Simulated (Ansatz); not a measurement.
# Eigenvalues along a path: B (diamond type)

```
CELL_PARAMETERS angstrom
0.00000 2.01571 2.01571
2.01571 0.00000 2.01571
2.01571 2.01571 0.00000
ATOMIC_POSITIONS crystal
B 0.87500 0.87500 0.87500
B 0.12500 0.12500 0.12500
```

The cell comes from a relaxation on PAW files under the same functional, begun from a prototype that needn't be the stable phase.

Computed with Ansatz 0.2.0; functional PBEsol, scalar-relativistic. Settings: a Γ-centred 18×18×18 k mesh, Fermi–Dirac smearing of 0.05 eV, no spin polarisation. Methods: LAPW: all electrons, basis error target 1 meV/atom.

Path points, in fractions of the reciprocal vectors: Γ (0.000, 0.000, 0.000), X (0.500, 0.000, 0.500), U (0.625, 0.250, 0.625), K (0.375, 0.375, 0.750), L (0.500, 0.500, 0.500), W (0.500, 0.250, 0.750). The distance column jumps between branches of the path. Levels in eV from the Fermi level; bands 3 to 7, counted from the lowest band of the run. The gap is zero, the pressure -0.03 GPa.

```
# k(1/Å) point b3 b4 b5 b6 b7
0.000 Γ -13.00 4.09 4.09 4.09 8.23
0.223 - -12.85 3.44 3.44 3.78 8.11
0.445 - -12.40 2.22 2.22 2.88 7.81
0.668 - -11.66 1.02 1.02 1.54 7.43
0.891 - -10.64 -0.15 0.02 0.02 7.10
1.113 - -9.33 -2.07 -0.72 -0.72 6.91
1.336 - -7.77 -4.06 -1.17 -1.17 6.91
1.559 X -6.00 -6.00 -1.32 -1.32 7.18
1.637 - -5.98 -5.98 -1.43 -1.30 7.19
1.716 - -5.95 -5.93 -1.74 -1.25 7.24
1.795 - -5.89 -5.85 -2.19 -1.17 7.31
1.873 - -5.82 -5.73 -2.73 -1.05 7.41
1.952 - -5.76 -5.59 -3.28 -0.91 7.54
2.031 - -5.75 -5.41 -3.77 -0.73 7.70
2.110 U -5.88 -5.20 -4.10 -0.52 7.89
3.064 K -5.88 -5.20 -4.10 -0.52 7.89
3.300 - -7.25 -4.37 -3.85 0.25 8.62
3.536 - -8.91 -3.27 -2.82 1.18 9.55
3.772 - -10.35 -1.91 -1.46 2.16 10.50
4.009 - -11.50 -0.31 0.11 3.02 9.84
4.245 - -12.33 1.44 1.79 3.65 8.95
4.481 - -12.83 3.17 3.34 3.99 8.42
4.717 Γ -13.00 4.09 4.09 4.09 8.23
4.910 - -12.89 3.28 3.87 3.87 8.52
5.103 - -12.55 1.58 3.38 3.38 9.18
5.296 - -12.00 -0.36 2.83 2.83 9.83
5.488 - -11.22 -2.33 2.36 2.36 10.22
5.681 - -10.24 -4.21 2.01 2.01 10.33
5.874 - -9.07 -5.94 1.80 1.80 10.31
6.067 L -8.05 -7.14 1.72 1.72 10.28
6.224 - -7.99 -7.06 1.39 1.57 10.15
6.382 - -7.80 -6.84 0.56 1.13 9.92
6.539 - -7.48 -6.48 -0.51 0.43 9.82
6.697 - -7.03 -5.98 -1.63 -0.46 9.99
6.854 - -6.47 -5.39 -2.67 -1.44 10.40
7.011 - -5.81 -4.88 -3.44 -2.41 11.01
7.169 W -5.12 -5.12 -3.25 -3.25 11.69
7.280 - -5.20 -5.20 -3.13 -3.13 11.24
7.392 - -5.37 -5.37 -2.83 -2.83 10.34
7.503 - -5.57 -5.57 -2.45 -2.45 9.38
7.614 - -5.75 -5.75 -2.04 -2.04 8.51
7.726 - -5.88 -5.88 -1.67 -1.67 7.80
7.837 - -5.97 -5.97 -1.41 -1.41 7.34
7.948 X -6.00 -6.00 -1.32 -1.32 7.18
```
